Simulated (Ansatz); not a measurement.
**CsGa3: levels and charges under dearer methods**

A database entry relaxed whole under r2SCAN at zero pressure (I-4m2, No. 119):

```yaml
crystal:
  lattice:
    - [-3.19900, 3.19900, 7.63762]
    - [3.19900, -3.19900, 7.63762]
    - [3.19900, 3.19900, -7.63762]
  atoms:
    - { symbol: Cs, position: [0.00000, 0.00000, 0.00000] }
    - { symbol: Cs, position: [0.37244, 0.87244, 0.50000] }
    - { symbol: Cs, position: [0.12756, 0.62756, 0.50000] }
    - { symbol: Ga, position: [0.61049, 0.30265, 0.69216] }
    - { symbol: Ga, position: [0.69735, 0.38951, 0.30784] }
    - { symbol: Ga, position: [0.61049, 0.91833, 0.30784] }
    - { symbol: Ga, position: [0.08167, 0.38951, 0.69216] }
    - { symbol: Ga, position: [0.50000, 0.50000, 0.00000] }
    - { symbol: Ga, position: [0.77488, 0.56480, 0.78993] }
    - { symbol: Ga, position: [0.43520, 0.22512, 0.21007] }
    - { symbol: Ga, position: [0.77488, 0.98495, 0.21007] }
    - { symbol: Ga, position: [0.01505, 0.22512, 0.78993] }
```

Its volume is 26.05 Å³ an atom, -3.3 % against the entry's 26.96, a cell as deposited in COD (1985).

Single points on this cell with plane-wave PAW DFT (Ansatz 0.2.0; r2SCAN 500 eV, hybrids 420 eV; fermi-dirac occupations of width 0.020 eV; no moments): r2SCAN on a 6×6×6 Γ-centred mesh; r2SCAN with spin-orbit coupling on a 4×4×4 Γ-centred mesh; HSE06 on a 4×4×4 Γ-centred mesh; PBE0 on a 4×4×4 Γ-centred mesh.

Task: What does each level give for gap and charges?

Result: The runs give:

```csv
level,"gap (eV), or kind",pressure (GPa),Bader charge of Cs (e),Bader charge of Ga (e)
r2SCAN,0.32,0.0,+0.67,-0.22
r2SCAN with spin-orbit coupling,0.31,0.1,+0.67,-0.22
HSE06,its mesh misses the band edges,0.6,+0.65,-0.22
PBE0,its mesh misses the band edges,0.4,+0.66,-0.22
```

Under r2SCAN the gap is 0.32 eV, over mesh and band path. Spin-orbit coupling moves the r2SCAN gap by -0.01 eV.

Caveats: the relaxation kept the start's symmetry; hybrid pressures are good to a few tenths of a GPa; pressure is positive in compression.
